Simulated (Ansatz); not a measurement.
Method: DFT PBE, scalar-relativistic, plane waves, PAW in Ansatz 0.2.0. All cells share a 420 eV cutoff and Γ-centred k meshes spaced at most about 0.3 Å⁻¹ (about 0.25 or finer for metals, 2π included). No spin polarisation in the final relaxations.

These are static total energies at zero pressure.

Compare these two cells of InSb2As3, each relaxed at this level.

A.

```
CELL_PARAMETERS angstrom
2.84467 1.64237 5.66399
-2.84467 1.64237 5.66399
0.00000 -3.28474 5.66399
ATOMIC_POSITIONS crystal
In 0.00000 0.00000 0.00000
Sb 0.58413 0.58413 0.58413
Sb 0.41587 0.41587 0.41587
As 0.00000 0.50000 0.00000
As 0.50000 0.00000 0.00000
As 0.00000 0.00000 0.50000
```

B.

```
CELL_PARAMETERS angstrom
3.95655 0.00000 0.00000
0.00000 3.95655 0.00000
0.00000 0.00000 9.93820
ATOMIC_POSITIONS crystal
In 0.00000 0.00000 0.56460
Sb 0.50000 0.50000 0.72076
Sb 0.00000 0.00000 0.23112
As 0.50000 0.00000 0.01992
As 0.00000 0.50000 0.01992
As 0.50000 0.50000 0.44370
```

Question: Which would you expect to be lower, and how large is the difference?

Answer: B is lower, by 95 meV/atom. A has space group R-3m (No. 166), 26.5 Å³/atom and no gap on its mesh; B has space group P4mm (No. 99), 25.9 Å³/atom and no gap. Counting As atoms around In and Sb (those within 1.25 times the shortest such distance or 1.15 times the sum of covalent radii; a plus sign parts nearer from farther groups; the shortest distance is added where it is long for a bond; a slash parts the counts of unlike sites), A has In 6 from 3.3 Å, Sb 6 from 3.2 Å and B has In 4, Sb 1/4+4. A holds Sb–Sb pairs (shortest 2.86 Å); in B the shortest Sb–Sb distance is 3.96 Å. Even the lower one lies +0.24 eV/atom against the reference forms of the elements (uncorrected), so neither is stable at this level. In A, around In lie 6 As at 3.27 Å and 6 Sb at 3.57 Å; Sb is surrounded by 1 Sb at 2.86 Å, 6 As at 3.18 Å and 3 In at 3.57 Å; As has 4 As at 2.84 Å, 4 Sb at 3.18 Å and 2 In at 3.27 Å. In B, In has 4 As at 3.04 Å, 5 Sb at 3.20–3.31 Å and 4 In at 3.96 Å; around Sb on its first site lie 1 As at 2.75 Å and 4 In at 3.20 Å; As on a site of symmetry 2mm has 4 As at 2.80 Å and 2 Sb at 2.88 Å; 2 more sites not described. Both come from invented guesses.

No dispersion correction is applied, so the spacing and binding between layers, chains or molecules are poorly described (P4mm), and this can change margins and order among such cells. These runs have no spin–orbit coupling, which can matter for Sb. Cells relaxed within their symmetry can be saddle points.
